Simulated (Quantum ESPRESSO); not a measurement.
AsSiF3O3, finding a planted mistake in a log

Computed values, not a measurement. The program is pw.x of Quantum ESPRESSO 7.5 (plane-wave density functional theory). The cell is made up: 8 atoms on a quartz lattice with one site empty, with randomly drawn elements, strain and displacements, not relaxed. PseudoDojo standard norm-conserving files (v0.5 for PBE, v0.4.1 for LDA and PBEsol) set the functional; there is no spin polarisation, spin-orbit coupling or dispersion term, and the masses in the input are unused placeholders.

Intended input:

```
&control calculation='scf', pseudo_dir='./dojo.nc.sr.pbe.v0_5.standard.upf', outdir='./o', disk_io='low', tprnfor=.true., tstress=.true. /
&system ibrav=0, nat=8, ntyp=4, nbnd=35, ecutwfc=84.00895049, nosym=.true., tot_charge=0,
 occupations='smearing', smearing='fd', degauss=0.0018374661
/
&electrons conv_thr=7.350e-09, electron_maxstep=60, /
ATOMIC_SPECIES
As 1.0 As.upf
F 1.0 F.upf
O 1.0 O.upf
Si 1.0 Si.upf
CELL_PARAMETERS angstrom
5.0739 -0.062 -0.0703
-2.5907 4.5026 0.0262
-0.0771 -0.0113 5.4803
ATOMIC_POSITIONS angstrom
As 2.3326 0.0048 3.5309
Si 1.3489 2.424 0.0299
F 1.4804 1.1349 4.0789
O 3.21 0.5581 2.4643
F 2.6782 2.6482 0.608
F 0.2661 1.883 1.1672
O -1.2253 3.3264 2.9791
O 0.6607 3.8299 4.8217
K_POINTS automatic
5 5 4 1 1 1
```

The log is shortened where brackets say so; the opening notice, blank lines, dates and the lines on written files are dropped, and the path of the files is cut. It prints rydbergs, bohrs and kilobars, and counts compression as positive stress. Where no state is partly filled, the Fermi energy that it prints is only some level between the filled and the empty states on the mesh, and need not lie in the true gap.

Log of the intended run:

```
     Program PWSCF v.7.5
     Parallel version (MPI & OpenMP), running on       4 processor cores
     Number of MPI processes:                 4
     Threads/MPI process:                     1
     [start-up lines left out]
     bravais-lattice index     =            0
     lattice parameter (alat)  =       9.5899  a.u.
     unit-cell volume          =     838.7938 (a.u.)^3
     number of atoms/cell      =            8
     number of atomic types    =            4
     number of electrons       =        58.00
     number of Kohn-Sham states=           35
     kinetic-energy cutoff     =      84.0090  Ry
     charge density cutoff     =     336.0358  Ry
     scf convergence threshold =      7.3E-09
     mixing beta               =       0.7000
     number of iterations used =            8  plain     mixing
     Exchange-correlation= PBE
                           (   1   4   3   4   0   0   0)
     [axes and pseudopotential details left out]
   Cartesian axes
     site n.     atom                  positions (alat units)
         1        As     tau(   1) = (   0.4596468   0.0009459   0.6957760  )
         2        Si     tau(   2) = (   0.2658054   0.4776575   0.0058919  )
         3        F      tau(   3) = (   0.2917179   0.2236359   0.8037612  )
         4        O      tau(   4) = (   0.6325415   0.1099755   0.4855988  )
         5        F      tau(   5) = (   0.5277485   0.5218369   0.1198085  )
         6        F      tau(   6) = (   0.0524359   0.3710516   0.2300008  )
         7        O      tau(   7) = (  -0.2414496   0.6554785   0.5870419  )
         8        O      tau(   8) = (   0.1301932   0.7546949   0.9501325  )
     number of k points=    50  Fermi-Dirac smearing, width (Ry)=  0.0018
                       cart. coord. in units 2pi/alat
        k(    1) = (   0.1037442   0.1717156   0.1175638), wk =   0.0400000
        k(    2) = (   0.1069585   0.1722176   0.3491104), wk =   0.0400000
     [further k points left out]
     Dense  grid:    87217 G-vectors     FFT dimensions: (  60,  60,  64)
     Estimated max dynamical RAM per process >     190.06 MB
     Estimated total dynamical RAM >     696.38 MB
     Initial potential from superposition of free atoms
     starting charge      57.9991, renormalised to      58.0000
     Starting wfcs are   37 randomized atomic wfcs
     total cpu time spent up to now is        2.7 secs
     per-process dynamical memory:   147.0 Mb
     Self-consistent Calculation
     iteration #  1     ecut=    84.01 Ry     beta= 0.70
     Davidson diagonalization with overlap
     ethr =  1.00E-02,  avg # of iterations =  3.1
     total cpu time spent up to now is        8.1 secs
     total energy              =    -466.44672873 Ry
     estimated scf accuracy    <       2.28684033 Ry
     iteration #  2     ecut=    84.01 Ry     beta= 0.70
     Davidson diagonalization with overlap
     ethr =  3.94E-03,  avg # of iterations =  4.1
     total cpu time spent up to now is       13.4 secs
     total energy              =    -465.88163771 Ry
     estimated scf accuracy    <       7.35823406 Ry
     [iterations 3 to 12 left out]
     iteration # 13     ecut=    84.01 Ry     beta= 0.70
     Davidson diagonalization with overlap
     ethr =  1.35E-10,  avg # of iterations =  2.0
     total cpu time spent up to now is       61.6 secs
     total energy              =    -467.50543272 Ry
     estimated scf accuracy    <       0.00000001 Ry
     iteration # 14     ecut=    84.01 Ry     beta= 0.70
     Davidson diagonalization with overlap
     ethr =  2.13E-11,  avg # of iterations =  2.0
     total cpu time spent up to now is       65.7 secs
     End of self-consistent calculation
     [lines on levels left out]
     the Fermi energy is     3.5231 ev
!    total energy              =    -467.50543272 Ry
     estimated scf accuracy    <          7.9E-10 Ry
     smearing contrib. (-TS)   =      -0.00000000 Ry
     internal energy E=F+TS    =    -467.50543272 Ry
     The total energy is F=E-TS. E is the sum of the following terms:
     one-electron contribution =    -355.98523006 Ry
     hartree contribution      =     203.43990888 Ry
     xc contribution           =    -109.39735255 Ry
     ewald contribution        =    -205.56275899 Ry
     convergence has been achieved in  14 iterations
     Forces acting on atoms (cartesian axes, Ry/au):
     atom    1 type  1   force =     0.07143477   -0.57376828   -0.14391374
     atom    2 type  4   force =    -0.27871313    0.08745794   -0.01094337
     atom    3 type  2   force =    -0.31502988    0.43702453    0.27459920
     atom    4 type  3   force =     0.24262666    0.16890630   -0.24815078
     atom    5 type  2   force =     0.15748699    0.00565848    0.04146555
     atom    6 type  2   force =     0.08345755    0.00649410   -0.09986466
     atom    7 type  3   force =    -0.05882397   -0.01892781    0.04839755
     atom    8 type  3   force =     0.09756102   -0.11284527    0.13841025
     Total force =     1.022836     Total SCF correction =     0.000064
     Computing stress (Cartesian axis) and pressure
          total   stress  (Ry/bohr**3)                   (kbar)     P=      174.88
   0.00157268  -0.00025488  -0.00043688          231.35      -37.49      -64.27
  -0.00025488   0.00113090   0.00028404          -37.49      166.36       41.78
  -0.00043688   0.00028404   0.00086279          -64.27       41.78      126.92
     init_run     :      2.57s CPU      2.68s WALL (       1 calls)
     electrons    :     62.70s CPU     62.98s WALL (       1 calls)
     forces       :      0.71s CPU      0.72s WALL (       1 calls)
     stress       :      2.46s CPU      2.46s WALL (       1 calls)
     [timing details left out]
     PWSCF        :   1m 8.53s CPU   1m 8.94s WALL
     JOB DONE.
```

A second run was made from an input with one planted mistake. Its log:

```
     Program PWSCF v.7.5
     Parallel version (MPI & OpenMP), running on       4 processor cores
     Number of MPI processes:                 4
     Threads/MPI process:                     1
     [start-up lines left out]
     bravais-lattice index     =            0
     lattice parameter (alat)  =       9.5899  a.u.
     unit-cell volume          =     838.7938 (a.u.)^3
     number of atoms/cell      =            8
     number of atomic types    =            4
     number of electrons       =        58.00
     number of Kohn-Sham states=           35
     kinetic-energy cutoff     =      84.0090  Ry
     charge density cutoff     =     336.0358  Ry
     scf convergence threshold =      7.3E-09
     mixing beta               =       0.7000
     number of iterations used =            8  plain     mixing
     Exchange-correlation= PBE
                           (   1   4   3   4   0   0   0)
     [axes and pseudopotential details left out]
   Cartesian axes
     site n.     atom                  positions (alat units)
         1        As     tau(   1) = (   0.4596468   0.0009459   0.6957760  )
         2        Si     tau(   2) = (   0.2658054   0.4776575   0.0058919  )
         3        F      tau(   3) = (   0.2917179   0.2236359   0.8037612  )
         4        O      tau(   4) = (   0.6325415   0.1099755   0.4855988  )
         5        O      tau(   5) = (   0.5277485   0.5218369   0.1198085  )
         6        F      tau(   6) = (   0.0524359   0.3710516   0.2300008  )
         7        F      tau(   7) = (  -0.2414496   0.6554785   0.5870419  )
         8        O      tau(   8) = (   0.1301932   0.7546949   0.9501325  )
     number of k points=    50  Fermi-Dirac smearing, width (Ry)=  0.0018
                       cart. coord. in units 2pi/alat
        k(    1) = (   0.1037442   0.1717156   0.1175638), wk =   0.0400000
        k(    2) = (   0.1069585   0.1722176   0.3491104), wk =   0.0400000
     [further k points left out]
     Dense  grid:    87217 G-vectors     FFT dimensions: (  60,  60,  64)
     Estimated max dynamical RAM per process >     190.06 MB
     Estimated total dynamical RAM >     696.38 MB
     Initial potential from superposition of free atoms
     starting charge      57.9991, renormalised to      58.0000
     Starting wfcs are   37 randomized atomic wfcs
     total cpu time spent up to now is        2.7 secs
     per-process dynamical memory:   147.0 Mb
     Self-consistent Calculation
     iteration #  1     ecut=    84.01 Ry     beta= 0.70
     Davidson diagonalization with overlap
     ethr =  1.00E-02,  avg # of iterations =  3.2
     total cpu time spent up to now is        8.2 secs
     total energy              =    -466.41281938 Ry
     estimated scf accuracy    <       2.40074163 Ry
     iteration #  2     ecut=    84.01 Ry     beta= 0.70
     Davidson diagonalization with overlap
     ethr =  4.14E-03,  avg # of iterations =  3.1
     total cpu time spent up to now is       13.0 secs
     total energy              =    -466.10834277 Ry
     estimated scf accuracy    <       6.05907015 Ry
     [iterations 3 to 10 left out]
     iteration # 11     ecut=    84.01 Ry     beta= 0.70
     Davidson diagonalization with overlap
     ethr =  1.00E-09,  avg # of iterations =  2.5
     total cpu time spent up to now is       52.5 secs
     total energy              =    -467.52697089 Ry
     estimated scf accuracy    <       0.00000006 Ry
     iteration # 12     ecut=    84.01 Ry     beta= 0.70
     Davidson diagonalization with overlap
     ethr =  9.70E-11,  avg # of iterations =  2.6
     total cpu time spent up to now is       56.8 secs
     End of self-consistent calculation
     [lines on levels left out]
     the Fermi energy is     3.5410 ev
!    total energy              =    -467.52697090 Ry
     estimated scf accuracy    <          2.2E-09 Ry
     smearing contrib. (-TS)   =      -0.00000000 Ry
     internal energy E=F+TS    =    -467.52697090 Ry
     The total energy is F=E-TS. E is the sum of the following terms:
     one-electron contribution =    -360.19711511 Ry
     hartree contribution      =     204.96774967 Ry
     xc contribution           =    -109.41786710 Ry
     ewald contribution        =    -202.87973836 Ry
     convergence has been achieved in  12 iterations
     Forces acting on atoms (cartesian axes, Ry/au):
     atom    1 type  1   force =     0.19907652   -0.40930989    0.00087106
     atom    2 type  4   force =    -0.17030870    0.07347536    0.09975832
     atom    3 type  2   force =    -0.31292801    0.32651808    0.18459580
     atom    4 type  3   force =     0.19598999    0.12561027   -0.23563222
     atom    5 type  3   force =     0.15478352    0.00771486    0.00851793
     atom    6 type  2   force =     0.03566417   -0.00129942   -0.08943012
     atom    7 type  2   force =    -0.09041788   -0.06669949   -0.00134726
     atom    8 type  3   force =    -0.01185961   -0.05600978    0.03266650
     Total force =     0.806338     Total SCF correction =     0.000111
     Computing stress (Cartesian axis) and pressure
          total   stress  (Ry/bohr**3)                   (kbar)     P=      188.93
   0.00164846  -0.00022929  -0.00042092          242.50      -33.73      -61.92
  -0.00022929   0.00125513   0.00031020          -33.73      184.64       45.63
  -0.00042092   0.00031020   0.00094931          -61.92       45.63      139.65
     init_run     :      2.56s CPU      2.65s WALL (       1 calls)
     electrons    :     53.87s CPU     54.14s WALL (       1 calls)
     forces       :      0.76s CPU      0.77s WALL (       1 calls)
     stress       :      2.47s CPU      2.47s WALL (       1 calls)
     [timing details left out]
     PWSCF        :     59.74s CPU   1m 0.15s WALL
     JOB DONE.
```

Question: what was wrong in the second input?

Answer: two atoms have their elements exchanged. The input lines that differ, file-writing options aside:

```
- F 2.6782 2.6482 0.608
+ O 2.6782 2.6482 0.608
- O -1.2253 3.3264 2.9791
+ F -1.2253 3.3264 2.9791
```

```
                                            intended run  run with the mistake
                          free energy (eV)     -6360.735             -6361.028
                    smearing term -TS (eV)        0.0000                0.0000
                            pressure (GPa)         17.49                 18.89
            largest force component (eV/Å)        14.752                10.524
largest change of a force component (eV/Å)                               4.228
                                iterations            14                    12
```

For scale, a rerun of the intended cell at 1437 eV and a 7 x 7 x 6 mesh moved values by no more than 0.004 eV in energy, 0.02 GPa in stress and 0.003 eV/Å in force.